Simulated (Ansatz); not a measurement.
According to plane-wave PAW r²SCAN (Ansatz code), LaB$_{2}$ in the MoSi2 or CaC2 type structure (I4/mmm) relaxes to a = 4.071 Å, c = 7.008 Å. Its formation energy from the elements is 39 kJ/mol of atoms, with no fitted shifts.

Electronic character: metallic (no gap). Gap from r²SCAN with spin–orbit coupling: none (metallic).

The bulk modulus is 63.8 GPa.

The start of the workflow was typed in or built on a structure type; neither database checked (COD, Materials Project) lists it. Its standing as an ambient phase is unchecked. Symmetry was held in the r²SCAN relaxation; its stability against distortions is not shown here. Its formation energy is positive at this level, so the cell may be metastable or incomplete. The references are the lowest solids computed at this level, not always the standard phases. Scalar-relativistic: spin–orbit coupling is off unless named, which matters more the heavier the elements.

Potentials: the earlier of the program's two PAW sets.
